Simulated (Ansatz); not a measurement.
This run works on a proposed trial structure, not on a known crystal.

Input and command of a plane-wave DFT calculation in Ansatz:

```yaml
crystal:
  lattice:
    - [2.6048585305, 1.5039157738, 13.2976048129]
    - [-2.6048585305, 1.5039157738, 13.2976048129]
    - [0.0, -3.0078315476, 13.2976048129]
  atoms:
    - { symbol: K, position: [0.0, 0.0, 0.0] }
    - { symbol: K, position: [0.2537504289, 0.2537504289, 0.2537504289] }
    - { symbol: K, position: [0.7462495711, 0.7462495711, 0.7462495711] }
    - { symbol: Ba, position: [0.1393957856, 0.1393957856, 0.1393957856] }
    - { symbol: Ba, position: [0.8606042144, 0.8606042144, 0.8606042144] }
    - { symbol: Ir, position: [0.468580741, 0.468580741, 0.468580741], spin: 1.0 }
    - { symbol: Ir, position: [0.531419259, 0.531419259, 0.531419259], spin: 1.0 }
basis:
  ecutwfc: 420
kpoints:
  mp_grid: { grid: [6, 6, 6] }
hamiltonian:
  xc: pbe
scf:
  occupations: { method: gaussian, width: 0.1 }
  lower_state_search: "off"
output:
  forces: true
  stress: true
  eigenvalues: true
  populations: true
magnetization:
  spin_polarized: true
```

```bash
ansatz run input.yaml --threads 1 --pin off --max-ram 2560MiB --backend cpu --events-out ev --progress --plain --runs-dir out
```

Processor: Arm Neoverse V2, 1 thread, on a host shared with other jobs.

Q: How long does it run, and how much memory does it take?

A: About 2.1 min, peak memory 0.99 GiB. It solves 50 bands at 32 k points (after reduction by symmetry) with about 6081 plane waves, in 19 SCF iterations.
